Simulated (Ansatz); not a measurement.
Co (hcp, Mg type)

```xyz
2
Lattice="2.4573 0.0000 0.0000 -1.2286 2.1281 0.0000 0.0000 0.0000 3.9686" Properties=species:S:1:pos:R:3 pbc="T T T"
Co     0.0000     1.4187     2.9765
Co     1.2286     0.7094     0.9922
```

The slice is a (-1 1 0 2) plane (indices of the conventional cell) through the point (0.333, 0.667, 0.750) (fractional), spanned by u = [110] and v = [1 -1 1] in vectors of this cell: u (2.46 Å) and v (5.82 Å, at 90° to u). It covers one period; positions are fractions (u, v).

Level of theory: PBEsol (plane waves to 420 eV, PAW, scalar-relativistic; Ansatz, a first-principles code). k mesh 22×22×12. Near the nuclei the fields are pseudised (PAW); where an atom keeps semicore shells as valence, they peak there. Co was relaxed with its symmetry unable to fall. Relaxed Co ends ferromagnetic. The magnetic order is the one the run started from; other orders were not tried.

Three fields on this plane, each scaled to ten steps between its own extremes (0 low, 9 high; the total valence density on a logarithmic scale, the potential cut 8 eV below its top; x marks points blanked near nuclei; v = 0 in the bottom row):

Map A
```
|xxxxxx252xxxxx|
|xxxxxx363xxxxx|
|xxxxx15851xxxx|
|xxxx1489841xxx|
|xxx147999741xx|
|01357877787531|
|45666544456665|
|66654322234566|
|6653211x112356|
|665311xxx11356|
|665321xxx12356|
|66653211123566|
|33565432345653|
|00235655565320|
|xxx136777631xx|
|xxxxx37873xxxx|
|xxxxx15851xxxx|
|xxxxx15751xxxx|
|xxxxx14741xxxx|
|xxxxx15751xxxx|
|xxxxx15751xxxx|
|xxxx0367630xxx|
|xxx024666420xx|
|22245666665422|
|66666666666666|
|33445666665443|
|xxx024666420xx|
|xxxx0256520xxx|
|xxxxx04640xxxx|
|xxxxxx363xxxxx|
|xxxxxx252xxxxx|
|xxxxxx252xxxxx|
```

Map B
```
|xxxxxx242xxxxx|
|xxxxxx454xxxxx|
|xxxxx25652xxxx|
|xxxx0577750xxx|
|xxx256777652xx|
|44566666666654|
|87776555556777|
|99876432346789|
|9987520x025789|
|998641xxx14689|
|998642xxx24689|
|88765311135678|
|66665544455666|
|01345556555431|
|xxx035676530xx|
|xxxxx46764xxxx|
|xxxxx36763xxxx|
|xxxxx15651xxxx|
|xxxxx05650xxxx|
|xxxxx15651xxxx|
|xxxxx36763xxxx|
|xxxx1578751xxx|
|xxx257888752xx|
|23467899987643|
|45678999998765|
|33567999997653|
|xxx367999763xx|
|xxxx1578751xxx|
|xxxxx26762xxxx|
|xxxxxx454xxxxx|
|xxxxxx242xxxxx|
|xxxxxx242xxxxx|
```

Map C
```
|xxxxxx636xxxxx|
|xxxxxx424xxxxx|
|xxxxx72127xxxx|
|xxxx8300038xxx|
|xxx631000136xx|
|66421100011246|
|22222223222222|
|11223455543221|
|1123568x865321|
|112357xxx75321|
|112357xxx75321|
|22224577754222|
|33323344433233|
|98643222223468|
|xxx952111259xx|
|xxxxx41114xxxx|
|xxxxx62126xxxx|
|xxxxx83138xxxx|
|xxxxx83138xxxx|
|xxxxx72127xxxx|
|xxxxx62126xxxx|
|xxxx8421248xxx|
|xxx742212247xx|
|55432211122345|
|22221111111222|
|44332211122334|
|xxx742212247xx|
|xxxx9521259xxx|
|xxxxx83238xxxx|
|xxxxxx525xxxxx|
|xxxxxx636xxxxx|
|xxxxxx636xxxxx|
```

Task: Assign the maps to these fields: electron localisation function (ELF); spin density, up minus down; electrostatic potential energy of an electron, from the cell's mean.

Result: A is the electron localisation function (ELF); B is the electrostatic potential energy of an electron, from the cell's mean; C is the spin density, up minus down.
